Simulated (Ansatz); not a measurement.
The end point of a relaxation of CeO$_{2}$. Method: PBEsol (plane waves to 420 eV, PAW, scalar-relativistic; Ansatz, an electronic-structure program).

```
CELL_PARAMETERS angstrom
      0.00000     2.69907     2.69907
      2.69907     0.00000     2.69907
      2.69907     2.69907     0.00000
ATOMIC_POSITIONS crystal
  Ce 0.00000 0.00000 0.00000
  O  0.75000 0.75000 0.75000
  O  0.25000 0.25000 0.25000
```

Find the space group and the Wyckoff positions (tolerance 0.01 Å).

Space group Fm-3m (No. 225); a = 5.3981 Å, b = 5.3981 Å, c = 5.3981 Å, α = 90.00°, β = 90.00°, γ = 90.00°

| atom | site | symmetry | x | y | z |
|---|---|---|---|---|---|
| Ce | 4a | m-3m | 0.0000 | 0.0000 | 0.0000 |
| O | 8c | -43m | 0.2500 | 0.2500 | 0.2500 |

This is the fluorite type.

Give the shortest distances between elements (the closest pairs, up to four, under 3.6 Å).

Ce–O 2.34 Å; O–O 2.70 Å.

| Item | Value |
|---|---|
| Volume per atom | 13.11 Å³ |
| Band gap | 2.04 eV, indirect (valence top at k = (0, 0.2222, -0.3333), conduction bottom at L) (no spin-orbit coupling) |
| Smallest direct gap | 2.12 eV at k = (0, 0.2222, -0.3333) |
| Magnetic moment | zero (the starting moments vanished) |

No spin polarisation in the result: the starting moments vanished. No Hubbard U is applied. The 4f state was not searched, so a lower electronic state may exist.

Measured for CeO2: a 5.391 Å (0 K or low temperature; as listed in Stimac, Jared C., Goldman, Nir, arXiv (2024)); gap 3 eV (as listed in Fabien Tran et al., Journal of Applied Physics (2019)). Computed minus measured — a: PBEsol +0.1 %; gap: PBEsol -0.96 eV. The computed values are for a static lattice, and a measured gap can be an optical one, lowered by exciton binding.

The run could not lose the symmetry of its start.
